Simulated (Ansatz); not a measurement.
TiOs: strain and displacement

```yaml
crystal:
  lattice:
    - [3.08000, 0.00000, 0.00000]
    - [0.00000, 3.08000, 0.00000]
    - [0.00000, 0.00000, 3.08000]
  atoms:
    - { symbol: Ti, position: [0.50000, 0.50000, 0.50000] }
    - { symbol: Os, position: [0.00000, 0.00000, 0.00000] }
```

Atoms are numbered in the order listed.

The geometry is COD entry 1537945, unchecked; take it as a test cell.

No spin–orbit coupling, which matters for the heavy atoms here.

Level of theory: DFT, PBEsol, all-electron LAPW, scalar-relativistic (Ansatz 0.2.0).

The runs use a Γ-centred 13×13×13 k mesh, Fermi–Dirac smearing of 0.03 eV, basis error target 0.5 meV/atom, no spin polarisation.

The unchanged cell is at -4.60 GPa.

In a metal, stresses and small energies carry noise from the k mesh.

x, y and z are the Cartesian axes of the cell as listed; fractional coordinates follow a strain, and an engineering shear is twice the off-diagonal strain component.

Question: One change gave: energy change +7 meV/atom; stress change (xx, yy, zz, yz, xz, xy) 0.22, 0.22, 0.22, 2.59, 2.59, 2.59 GPa, compression positive. Which change was it?
A. equal xy, yz and zx engineering shear strains of +2 %
B. equal xy, yz and zx engineering shear strains of -1 %
C. equal xy, yz and zx engineering shear strains of -2 %
D. equal xy, yz and zx engineering shear strains of +1 %

Answer: C. For equal xy, yz and zx engineering shear strains of -1 %: energy change +2 meV/atom; stress change (xx, yy, zz, yz, xz, xy) 0.05, 0.05, 0.05, 1.28, 1.28, 1.28 GPa, compression positive. For equal xy, yz and zx engineering shear strains of +1 %: energy change +2 meV/atom; stress change (xx, yy, zz, yz, xz, xy) 0.05, 0.05, 0.05, -1.21, -1.21, -1.21 GPa, compression positive. For equal xy, yz and zx engineering shear strains of +2 %: energy change +6 meV/atom; stress change (xx, yy, zz, yz, xz, xy) 0.21, 0.21, 0.21, -2.34, -2.34, -2.34 GPa, compression positive.
